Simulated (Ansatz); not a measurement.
# MoBr3, a database entry at a rescaled volume

```yaml
crystal:
  lattice:
    - [6.60599, 0.00000, 0.00000]
    - [0.00000, 11.44204, 0.00000]
    - [0.00000, 0.00000, 6.07010]
  atoms:
    - { symbol: Br, position: [0.59170, 0.59840, 0.25000] }
    - { symbol: Br, position: [0.40830, 0.40160, 0.75000] }
    - { symbol: Br, position: [0.59170, 0.90160, 0.25000] }
    - { symbol: Br, position: [0.40830, 0.09840, 0.75000] }
    - { symbol: Br, position: [0.56900, 0.25000, 0.25000] }
    - { symbol: Br, position: [0.43100, 0.75000, 0.75000] }
    - { symbol: Br, position: [0.94460, 0.25000, 0.75000] }
    - { symbol: Br, position: [0.05540, 0.75000, 0.25000] }
    - { symbol: Mo, position: [0.25240, 0.25000, 0.00920] }
    - { symbol: Mo, position: [0.74760, 0.75000, 0.50920] }
    - { symbol: Mo, position: [0.25240, 0.25000, 0.49080] }
    - { symbol: Mo, position: [0.74760, 0.75000, 0.99080] }
    - { symbol: Br, position: [0.09200, 0.40540, 0.25000] }
    - { symbol: Br, position: [0.90800, 0.59460, 0.75000] }
    - { symbol: Br, position: [0.09200, 0.09460, 0.25000] }
    - { symbol: Br, position: [0.90800, 0.90540, 0.75000] }
```

The numbers come from plane-wave PAW DFT (Ansatz): r2SCAN, no spin polarisation, 500 eV, 5×3×6 Γ-centred k points, fermi-dirac occupations (width 0.0593 eV). Nothing was relaxed.

Problem. What happens at the Fermi level?

Solution. It is a metal on this mesh, though the bands barely overlap, with about 27 states/eV a cell as the mean within 0.25 eV of the Fermi level, mostly Mo d (82 %) and Br p (16 %).

Problem. What is the formation energy?

Solution. -0.51 eV an atom against the elements' usual phases (free molecules for gases, crystals otherwise, with no correction for O₂ or N₂), so it is bound against them; other compounds may still compete. Relaxing would lower it.

Problem. What do density and ELF say about some of the short contacts?

Solution. Mo–Br at 2.53 Å: least valence density 0.45 e/Å³ and ELF 0.24 there. Mo–Mo at 2.92 Å: least valence density 0.33 e/Å³ and ELF 0.49 there. Both are smooth PAW fields, read partly inside the augmentation spheres.

Problem. Which element gives electrons and which takes them?

Solution. Bader charges in e: Mo +1.33, Br -0.44. In the mean Mo gives up most and Br takes most.

Origin: a database entry at a rescaled volume. Caveats: many states at the Fermi level without spin polarisation, so a magnetic state may lie lower.
